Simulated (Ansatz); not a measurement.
## Relaxing an invented YVC4N4 structure

Level of theory: DFT PBE, scalar-relativistic, plane waves, PAW in Ansatz 0.2.0. Cutoff 420 eV, Gaussian smearing, Γ-centred meshes. Cell and atoms relax first on a coarse mesh and then on a finer one. In between, the cell is made exact in the group found at 0.06 Å. In metals the finer mesh still leaves noise of several meV/atom or more. The steps can't lower the symmetry of their start. Collinear spin, starting moments V 2.0 μB.

The guess for YVC4N4 was made by a generator: two interpenetrating cyanide-bridged diamond nets (P-43m, No. 215). The dimensions are guesses.

```xyz
10
Lattice="6.1009 0.0000 0.0000 0.0000 6.1009 0.0000 0.0000 0.0000 6.1009" Properties=species:S:1:pos:R:3 pbc="T T T"
Y     0.0000    0.0000    0.0000
V     3.0504    3.0504    3.0504
C     1.2159    1.2159    1.2159
C     1.2159    4.8850    4.8850
C     4.8850    1.2159    4.8850
C     4.8850    4.8850    1.2159
N     1.8914    1.8914    1.8914
N     1.8914    4.2095    4.2095
N     4.2095    1.8914    4.2095
N     4.2095    4.2095    1.8914
```

Formation energies are uncorrected and refer to the elements' standard structures at the same level (N₂ as a molecule).

Task: Describe the relaxed structure.

Result: The symmetry stays P-43m (No. 215). The volume per atom grows by 15.3 %, from 22.7 to 26.2 Å³. The shortest distance goes from 1.17 Å (C–N) to 1.18 Å (C–N). The energy falls by about 0.21 eV/atom (the start's value is from the coarse mesh). Conventional cell: a = 6.397 Å. Around Y lie 4 C at 2.39 Å; V has 4 N at 1.97 Å; C is surrounded by 1 N at 1.18 Å and 1 Y at 2.39 Å; N has 1 C at 1.18 Å and 1 V at 1.97 Å.

```
CELL_PARAMETERS angstrom
6.39745 0.00000 0.00000
0.00000 6.39745 0.00000
0.00000 0.00000 6.39745
ATOMIC_POSITIONS crystal
Y 0.00000 0.00000 0.00000
V 0.50000 0.50000 0.50000
C 0.21560 0.21560 0.21560
C 0.21560 0.78440 0.78440
C 0.78440 0.21560 0.78440
C 0.78440 0.78440 0.21560
N 0.32237 0.32237 0.32237
N 0.32237 0.67763 0.67763
N 0.67763 0.32237 0.67763
N 0.67763 0.67763 0.32237
```

Task: How does it come out in energy, and is it a metal?

Result: The formation energy is +0.17 eV/atom and the gap on the 6×6×6 mesh of the 10-atom cell is 0 eV (a metal). The net moment per atom is 0.40 μB and the moment by site is Y 0.1; V 1.7 μB.

A positive value: parting into the elements would lower its energy.

The last run used collinear spin and Gaussian smearing of 0.10 eV. In such compounds of V a zero gap at this level may well be an artefact, since no Hubbard U is applied. The reference form of C is held partly by dispersion forces, which this level lacks. Another magnetic order may lie lower. A structure relaxed within its symmetry needn't be a true minimum. In all, the 3 runs took 2.7 min on 1 thread of Intel(R) Xeon(R) 6975P-C (Granite Rapids), with other jobs on the host. Site moments count only spheres around the atoms; the net moment includes the space between them.
